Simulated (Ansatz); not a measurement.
Values for one crystal, relaxed and computed with DFT-PBE in the program Ansatz with PAW potentials; other levels are named.

| Property | Value |
|---|---|
| Volume per atom | 26.44 Å³ |
| Band gap | 2.08 eV (indirect) |
| Pressure derivative B′ | 4.1 |
| Hole effective mass, band 2 of 3 at the edge | 0.98 along [100], 0.69 along [110], 0.76 along [111] (mₑ) |
| Formation energy from the elements (no fitted shifts) | -196 kJ/mol-atom |
| Bulk modulus (Birch–Murnaghan fit) | 478 kbar |
| Hole effective mass, band 1 of 3 at the edge | 0.98 along [100], 0.98 along [110], 0.76 along [111] (mₑ) |

Task: Which compound is it?
A) CsSnBr3, cubic perovskite
B) PbSe, rock salt
C) CaSe, rock salt
D) LiBr, rock salt

Result: C, CaSe, rock salt

Space group Fm-3m (rock salt). The cell was relaxed with PBE under the symmetry of its start. The references are the lowest solids computed at this level, not always the standard phases. Scalar-relativistic: spin–orbit coupling is off unless named, which matters more the heavier the elements.

Potentials: the later of the program's two PAW sets.
